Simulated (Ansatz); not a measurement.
A relaxed structure of GaSb is spoiled in several ways and relaxed again each time (noise and exchanges are one random draw each; pressure is positive under compression). Method: PBE (plane waves to 420 eV, PAW, scalar-relativistic; Ansatz, a program for electronic structure).

```cif
data_Ga4Sb4
_chemical_formula_sum 'Sb4 Ga4'
_space_group_name_H-M_alt 'F-43m'
_space_group_IT_number 216
_space_group_name_Hall 'F -4 2 3'
_cell_length_a 6.21437
_cell_length_b 6.21437
_cell_length_c 6.21437
_cell_angle_alpha 90.000
_cell_angle_beta 90.000
_cell_angle_gamma 90.000
loop_
_atom_site_label
_atom_site_type_symbol
_atom_site_symmetry_multiplicity
_atom_site_Wyckoff_symbol
_atom_site_fract_x
_atom_site_fract_y
_atom_site_fract_z
_atom_site_occupancy
Sb1 Sb 4 c 0.25000 0.25000 0.25000 1
Ga1 Ga 4 a 0.00000 0.00000 0.00000 1
```
(The calculation used a cell of 2 atoms; values per cell refer to that cell.)

| change | first pressure (GPa) | first V (Å³/atom) | released (eV/atom) | moves | outcome | final group | E − E(parent) (eV/atom) |
|---|---|---|---|---|---|---|---|
| with every coordinate shifted by Gaussian noise of σ = 0.2 Å | 2.2 | 30.00 | 0.20 | 4 | returns to the parent | F-43m | 0.00 |
| deformed by the Cartesian strain tensor (xx, yy, zz, yz, xz, xy) = (0.022, 0.078, -0.013, -0.016, 0.006, -0.049) | … | 32.54 | … | 4 | … | … | … |
| doubled along one cell vector, shaken by Gaussian noise of σ = 0.08 Å a coordinate | 0.3 | 30.00 | 0.04 | 4 | returns to the parent | F-43m | 0.00 |

Question: Some entries are withheld; supply them.

Answer: 
- deformed by the Cartesian strain tensor (xx, yy, zz, yz, xz, xy) = (0.022, 0.078, -0.013, -0.016, 0.006, -0.049), first pressure (GPa): -2.5
- deformed by the Cartesian strain tensor (xx, yy, zz, yz, xz, xy) = (0.022, 0.078, -0.013, -0.016, 0.006, -0.049), released (eV/atom): 0.07
- deformed by the Cartesian strain tensor (xx, yy, zz, yz, xz, xy) = (0.022, 0.078, -0.013, -0.016, 0.006, -0.049), outcome: returns to the parent
- deformed by the Cartesian strain tensor (xx, yy, zz, yz, xz, xy) = (0.022, 0.078, -0.013, -0.016, 0.006, -0.049), final group: F-43m
- deformed by the Cartesian strain tensor (xx, yy, zz, yz, xz, xy) = (0.022, 0.078, -0.013, -0.016, 0.006, -0.049), E − E(parent) (eV/atom): 0.00

First-step values come from each run's starting, coarser k-mesh (9×9×9, 9×9×5). The runs use different k-meshes, so differences are rounded accordingly. No spin polarisation in the result.
